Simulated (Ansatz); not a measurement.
## Structure optimisation: cobalt, dhcp

Computed with Ansatz 0.2.0, DFT, BLYP, plane waves (420 eV) with PAW, scalar-relativistic. (PAW data from PBE, frozen cores regenerated.)

k-point mesh 14×14×4, Fermi-Dirac smearing 0.05 eV, starting moments 1.70 ×2, -1.70 ×2 μB. Cell and atoms relax.

Starting structure:

```yaml
crystal:
  lattice:
    - [2.5018845205, 0.0, 0.0]
    - [-1.2509422603, 2.1666955521, 0.0]
    - [0.0, 0.0, 8.1711548441]
  atoms:
    - { symbol: Co, position: [0.0, 0.0, 0.0], spin: 1.7 }
    - { symbol: Co, position: [0.0, 0.0, 0.5], spin: 1.7 }
    - { symbol: Co, position: [0.3333333333, 0.6666666667, 0.25], spin: -1.7 }
    - { symbol: Co, position: [0.6666666667, 0.3333333333, 0.75], spin: -1.7 }
hamiltonian:
  xc: blyp
  pseudopotentials:
    kind: paw
    azcp:
      Co: "pseudopotentials/Co.paw.azcp"
basis:
  ecutwfc: 420
  fft_grid_basis: typed
kpoints:
  mp_grid: { grid: [14, 14, 4], shift: [0, 0, 0] }
magnetization:
  spin_polarized: true
scf:
  occupations: { method: fermi_dirac, width: 0.05 }
relax:
  max_steps: 60
  f_tol: 0.01
  cell: {}
```

Problem. The pressure at the start is 5.3 GPa. By how much does the volume change?

Solution. From 11.07 to 11.39 Å³ per atom, 2.8 %. The final cell has a = 2.534 Å, c = 8.194 Å (c/a = 3.234).

Problem. How much energy does the relaxation gain?

Solution. 5.6 meV per atom.

Problem. Which magnetic state does it end in?

Solution. ferromagnetic, net 1.65 μB per atom; moments 1.73 ×2, 1.71 ×2 μB.
